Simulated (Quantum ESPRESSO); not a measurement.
# BiTe: changing the dispersion correction

The cell as given:

It takes space group R-3m (No. 166, trigonal). Conventional cell: a = 4.845 Å, b = 4.845 Å, c = 9.952 Å, α = 90.00°, β = 90.00°, γ = 120.00°. Around Bi (site symmetry -3m) lie 6 Te at 3.25 Å. Around Te (site symmetry -3m) lie 6 Bi at 3.25 Å.

The cell comes from a database or a generator and needn't be the stable form of this composition.

Kept alike: task relaxation of cell and atoms; functional PBEsol; k mesh 7 × 7 × 7; occupations fermi-dirac, width 0.05 eV; no spin polarisation. Program: Quantum ESPRESSO, PseudoDojo 0.4.1 SR PBEsol standard, cutoff 1088 eV. The mesh is that of the run's cell of 2 atoms. No spin-orbit coupling.

| dispersion correction | volume (Å³/atom) |
| --- | --- |
| D3(zero) | 31.483 |
| D3(BJ) | 30.400 |
| none | 31.996 |
| rVV10 | 30.430 |

The relaxations keep at least the cell's symmetry (R-3m). For a metal such a mesh leaves the last digits unconverged. Relaxations stop with a little pressure left, so the last digits of a volume or edge aren't settled.

The volume runs from 30.400 (D3(BJ)) to 31.996 Å³/atom (none). Against no correction: D3(zero) -1.6 %; D3(BJ) -5.0 %; rVV10 -4.9 %. Dispersion terms mostly attract and so lower the volume; the schemes' coefficients and damping set how far.
